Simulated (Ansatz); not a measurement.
Structure relaxation, ZrS2

The start is a generated trial cell of ZrS2 in the pyrite structure type. The cell and all atomic positions are relaxed at zero pressure with PBE (plane waves to 420 eV, PAW, scalar-relativistic; Ansatz, an electronic-structure program). The first steps use a coarse 3×3×3 k-mesh.

Starting cell:
```
CELL_PARAMETERS angstrom
      6.17268     0.00000     0.00000
      0.00000     6.17268     0.00000
      0.00000     0.00000     6.17268
ATOMIC_POSITIONS crystal
  Zr 0.00000 0.00000 0.00000
  Zr 0.50000 0.50000 0.00000
  Zr 0.00000 0.50000 0.50000
  Zr 0.50000 0.00000 0.50000
  S  0.38510 0.38510 0.38510
  S  0.88510 0.11490 0.61490
  S  0.61490 0.88510 0.11490
  S  0.11490 0.61490 0.88510
  S  0.61490 0.61490 0.61490
  S  0.11490 0.88510 0.38510
  S  0.38510 0.11490 0.88510
  S  0.88510 0.38510 0.11490
```

**Question.** How large is the pressure on the unrelaxed cell, and of which sign?

**Answer.** +6.6 GPa (positive: the cell is compressed).

**Question.** How does the volume per atom move from start to end?

**Answer.** +8.7 %, from 19.60 to 21.30 Å³/atom.

**Question.** How do the shortest distances between atoms change?

**Answer.** The closest pairs of elements (up to four, under 3.6 Å), start → end: S–S 2.46 → 3.35 Å; S–Zr 2.58 → 2.60 Å.

**Question.** Write out the relaxed structure.

**Answer.** 
Space group Pa-3 (No. 205); a = b = c = 6.346 Å, α = β = γ = 90.00°

```
atom  site  symmetry       x       y       z
----  ----  --------  ------  ------  ------
Zr      4a      .-3.  0.0000  0.0000  0.0000
S       8c       .3.  0.3478  0.3478  0.3478
```

The space group stays Pa-3 (No. 205) (the run could not lower it), with 12 atoms in the primitive cell. Final values are on a 4×4×4 k-mesh of the relaxed cell. No spin polarisation in the result.

The run could not lose the symmetry of its start: the end is stationary, and may be a saddle point rather than a minimum.

The relaxed structure here is a generated cell of ZrS2: the first start was made by placing the elements on the sites of a structure type, and the end was not matched to a known phase here, so it may be hypothetical. Known forms of ZrS2 include space group No. 164.
